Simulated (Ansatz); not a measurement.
Polymorphs of SrO, each relaxed with r²SCAN in the plane-wave PAW code Ansatz:

A: rock salt (Fm-3m)
a = b = c = 5.1598 Å, α = β = γ = 90.00°

| atom | site | symmetry | x | y | z |
|---|---|---|---|---|---|
| Sr | 4a | m-3m | 0.0000 | 0.0000 | 0.0000 |
| O | 4b | m-3m | 0.5000 | 0.5000 | 0.5000 |

B: NiAs type (P6_3/mmc)
a = 3.547 Å, b = 3.547 Å, c = 6.209 Å, α = 90.00°, β = 90.00°, γ = 120.00°

```tsv
atom	site	symmetry	x	y	z
Sr	2c	-6m2	0.3333	0.6667	0.2500
O	2a	-3m.	0.0000	0.0000	0.0000
```

C: P6_3/mmc
a = 4.270 Å, b = 4.270 Å, c = 5.144 Å, α = 90.00°, β = 90.00°, γ = 120.00°

```json
[
 {"atom": "Sr", "site": "2d", "symmetry": "-6m2", "x": "0.6667", "y": "0.3333", "z": "0.2500"},
 {"atom": "O", "site": "2c", "symmetry": "-6m2", "x": "0.3333", "y": "0.6667", "z": "0.2500"}
]
```

**Question.** Order them by energy per atom at 0 K (lowest first) at the level r²SCAN.

**Answer.** A (+0 meV/atom), C (+86 meV/atom), B (+91 meV/atom)

**Question.** Give each one's gap.

**Answer.** A 3.80 eV; B 3.54 eV; C 3.03 eV.

Not the usual ambient phase: B; C. All cells were relaxed under the symmetry of their starts (and spin orders); stability against distortions was not tested throughout. Scalar-relativistic: spin–orbit coupling is off unless named, which matters more the heavier the elements.

Energies hold the estimated change up to a 700 eV cutoff; steps of a few meV lie near the error of the meshes.

Potentials: the later of the program's two PAW sets.
